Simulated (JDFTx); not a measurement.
An input for a modified build of JDFTx (Au(100), CANDLE, water, 1 M NaCl; bohr, hartree) and the course of its log:

```
lattice \
  5.5738368721 0.0000000000 0.0000000000 \
  0.0000000000 5.5738368721 0.0000000000 \
  0.0000000000 0.0000000000 61.7940442753
coords-type Lattice
ion Au 0.0000000000 0.0000000000 -0.2551247710 0
ion Au 0.5000000000 0.5000000000 -0.1913435780 0
ion Au 0.0000000000 0.0000000000 -0.1275623850 0
ion Au 0.5000000000 0.5000000000 -0.0637811930 0
ion Au 0.0000000000 0.0000000000 0.0000000000 0
ion Au 0.5000000000 0.5000000000 0.0637811930 0
ion Au 0.0000000000 0.0000000000 0.1275623850 0
ion Au 0.5000000000 0.5000000000 0.1913435780 0
ion Au 0.0000000000 0.0000000000 0.2551247710 0
ion-species pseudo/au_pbe_v1.upf
elec-cutoff 20 100
elec-ex-corr gga-PBE
coulomb-interaction Slab 001
coulomb-truncation-embed 0 0 0
kpoint-folding 8 8 1
elec-smearing Fermi 0.01
elec-n-bands 65
electronic-scf nIterations 100 energyDiffThreshold 1e-08
fluid LinearPCM
pcm-variant CANDLE
fluid-solvent H2O
fluid-cation Na+ 1
fluid-anion Cl- 1
fluid-minimize nIterations 400 knormThreshold 1e-11
wavefunction read vac.wfns
elec-initial-eigenvals vac.eigenvals
dump-name f0.$VAR
dump End State Ecomponents EigStats BandEigs Forces ElecDensity IonicPositions Fillings Kpoints Dtot FluidDebug BoundCharge FluidDensity
```

```
[one cycle in 5 is shown, and the last three; fluid-solver lines are left out]
	FillingsUpdate:  mu: -0.181842018  nElectrons: 99.000000
SCF: Cycle:  0   F: -311.984478909249390   dF: +5.728e-05   |Residual|: 1.326e-03   |deigs|: 1.775e-04
	FillingsUpdate:  mu: -0.178839135  nElectrons: 99.000000
SCF: Cycle:  5   F: -311.984587756746635   dF: -1.092e-07   |Residual|: 1.712e-04   |deigs|: 3.577e-04
	FillingsUpdate:  mu: -0.178360481  nElectrons: 99.000000
SCF: Cycle: 10   F: -311.984588480647403   dF: -1.299e-06   |Residual|: 5.763e-05   |deigs|: 9.566e-05
	FillingsUpdate:  mu: -0.178254927  nElectrons: 99.000000
SCF: Cycle: 15   F: -311.984588572367670   dF: +3.903e-08   |Residual|: 3.754e-05   |deigs|: 1.653e-04
	FillingsUpdate:  mu: -0.178271954  nElectrons: 99.000000
SCF: Cycle: 20   F: -311.984588631742099   dF: -2.362e-07   |Residual|: 2.147e-05   |deigs|: 4.981e-05
	FillingsUpdate:  mu: -0.178283819  nElectrons: 99.000000
SCF: Cycle: 25   F: -311.984588493094975   dF: +1.457e-07   |Residual|: 3.926e-05   |deigs|: 1.836e-05
	FillingsUpdate:  mu: -0.178255467  nElectrons: 99.000000
SCF: Cycle: 30   F: -311.984588638633113   dF: -4.287e-09   |Residual|: 1.917e-05   |deigs|: 1.776e-05
	FillingsUpdate:  mu: -0.178236376  nElectrons: 99.000000
SCF: Cycle: 35   F: -311.984588545114207   dF: +9.521e-08   |Residual|: 2.911e-05   |deigs|: 4.332e-05
	FillingsUpdate:  mu: -0.178279905  nElectrons: 99.000000
SCF: Cycle: 40   F: -311.984588642071174   dF: -6.648e-08   |Residual|: 1.371e-05   |deigs|: 3.894e-05
	FillingsUpdate:  mu: -0.178276730  nElectrons: 99.000000
SCF: Cycle: 45   F: -311.984588648910403   dF: +1.509e-10   |Residual|: 7.708e-06   |deigs|: 1.244e-06
	FillingsUpdate:  mu: -0.178279303  nElectrons: 99.000000
SCF: Cycle: 50   F: -311.984588629836708   dF: -2.545e-07   |Residual|: 1.914e-05   |deigs|: 3.912e-05
	FillingsUpdate:  mu: -0.178239599  nElectrons: 99.000000
SCF: Cycle: 55   F: -311.984588517528607   dF: +1.236e-07   |Residual|: 3.220e-05   |deigs|: 3.969e-05
	FillingsUpdate:  mu: -0.178282344  nElectrons: 99.000000
SCF: Cycle: 60   F: -311.984588626510174   dF: -6.431e-08   |Residual|: 1.856e-05   |deigs|: 2.230e-05
	FillingsUpdate:  mu: -0.178235678  nElectrons: 99.000000
SCF: Cycle: 65   F: -311.984588472553526   dF: +1.661e-07   |Residual|: 3.738e-05   |deigs|: 4.414e-05
	FillingsUpdate:  mu: -0.178283843  nElectrons: 99.000000
SCF: Cycle: 70   F: -311.984588617458542   dF: -1.692e-07   |Residual|: 2.572e-05   |deigs|: 4.714e-05
	FillingsUpdate:  mu: -0.178235877  nElectrons: 99.000000
SCF: Cycle: 75   F: -311.984588487745327   dF: +1.518e-07   |Residual|: 3.451e-05   |deigs|: 4.387e-05
	FillingsUpdate:  mu: -0.178280350  nElectrons: 99.000000
SCF: Cycle: 80   F: -311.984588641932589   dF: -1.869e-07   |Residual|: 1.051e-05   |deigs|: 4.627e-05
	FillingsUpdate:  mu: -0.178241915  nElectrons: 99.000000
SCF: Cycle: 85   F: -311.984588533972726   dF: +9.909e-08   |Residual|: 3.083e-05   |deigs|: 3.785e-05
	FillingsUpdate:  mu: -0.178280984  nElectrons: 99.000000
SCF: Cycle: 90   F: -311.984588640225979   dF: -1.350e-07   |Residual|: 1.091e-05   |deigs|: 4.399e-05
	FillingsUpdate:  mu: -0.178235774  nElectrons: 99.000000
SCF: Cycle: 95   F: -311.984588508918989   dF: +1.310e-07   |Residual|: 3.335e-05   |deigs|: 4.460e-05
	FillingsUpdate:  mu: -0.178239306  nElectrons: 99.000000
SCF: Cycle: 97   F: -311.984588516654583   dF: +1.261e-07   |Residual|: 2.794e-05   |deigs|: 4.136e-05
	FillingsUpdate:  mu: -0.178280920  nElectrons: 99.000000
SCF: Cycle: 98   F: -311.984588628016013   dF: -1.114e-07   |Residual|: 1.943e-05   |deigs|: 4.127e-05
	FillingsUpdate:  mu: -0.178245615  nElectrons: 99.000000
SCF: Cycle: 99   F: -311.984588554215293   dF: +7.380e-08   |Residual|: 2.722e-05   |deigs|: 3.498e-05
SCF: None of the convergence criteria satisfied after 100 iterations.
IonicMinimize: Iter:   0  F: -311.984588554215293  |grad|_K:  0.000e+00
IonicMinimize: Converged (|grad|_K<1.000000e-04).
```

This run gave no converged result. The loop ran out of cycles short of its threshold. It has stalled and not diverged: the last ten energies span 3e-07 Ha, so the total is near its end, but levels, forces and charges aren't shown converged.
